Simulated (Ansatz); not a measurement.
Input and command of a plane-wave DFT calculation in Ansatz:

```yaml
crystal:
  lattice:
    - [4.4796350211, 0.0, 0.0]
    - [-2.2398175106, 3.879477728, 0.0]
    - [0.0, 0.0, 2.8323182853]
  atoms:
    - { symbol: Al, position: [0.3333333333, 0.6666666667, 0.5] }
    - { symbol: Al, position: [0.6666666667, 0.3333333333, 0.5] }
    - { symbol: Nb, position: [0.0, 0.0, 0.0] }
basis:
  ecutwfc: 420
kpoints:
  mp_grid: { grid: [12, 12, 16] }
hamiltonian:
  xc: pbe
scf:
  occupations: { method: gaussian, width: 0.1 }
output:
  forces: true
  stress: true
  eigenvalues: true
relax:
  adjacent_minimum: "off"
  f_tol: 0.01
  max_steps: 80
  cell: { stress_tol: 0.05 }
```

```bash
ansatz run input.yaml --threads 1 --pin off --max-ram 2560MiB --backend cpu --events-out ev --progress --plain --runs-dir out
```

Processor: Intel(R) Xeon(R) 6975P-C (Granite Rapids), 1 thread, on a host shared with other jobs.

Problem. Estimate time, memory and problem size.

Solution. About 18 s on 1 thread of Intel(R) Xeon(R) 6975P-C (Granite Rapids) (shared host), peak memory 0.43 GiB. It solves 14 bands at 171 k points (the mesh reduced by the symmetry that the task leaves, which can be less than the crystal's) with about 951 plane waves (on the last cell), in 28 SCF iterations over 4 ionic steps.
